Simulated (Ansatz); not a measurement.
AgW:
Space group Fm-3m (No. 225); a = b = c = 5.266 Å, α = β = γ = 90.00°

```csv
atom,site,symmetry,x,y,z
Ag,4a,m-3m,0.0000,0.0000,0.0000
W,4b,m-3m,0.5000,0.5000,0.5000
```
(The calculation used a cell of 2 atoms; values per cell refer to that cell.)

Relaxed with PBEsol.

Q: Decompose the optical modes at the zone centre into irreducible representations, and say which are infrared and Raman allowed.

A: Point group m-3m: Γ_opt = T1u. Infrared: T1u. Raman: none.

Q: Assign frequencies (DFPT, DFT-PBEsol in the program Ansatz with PAW potentials).

A: T1u 152 cm⁻¹.

The start of the workflow was typed in or built on a structure type; neither database checked (COD, Materials Project) lists it. Whether it is the stable phase at ambient conditions was not checked. The cell was relaxed with PBEsol under the symmetry of its start. At this level the phase is mechanically unstable. The run is not spin-polarised. Its formation energy is positive at this level, so the cell may be metastable or incomplete. As this level gives no gap, phonon frequencies hold no LO–TO term and depend on the k-mesh and smearing (Fermi–Dirac, 0.1 eV here). Spin–orbit coupling is left out wherever it is not named.

Potentials: the later of the program's two PAW sets.
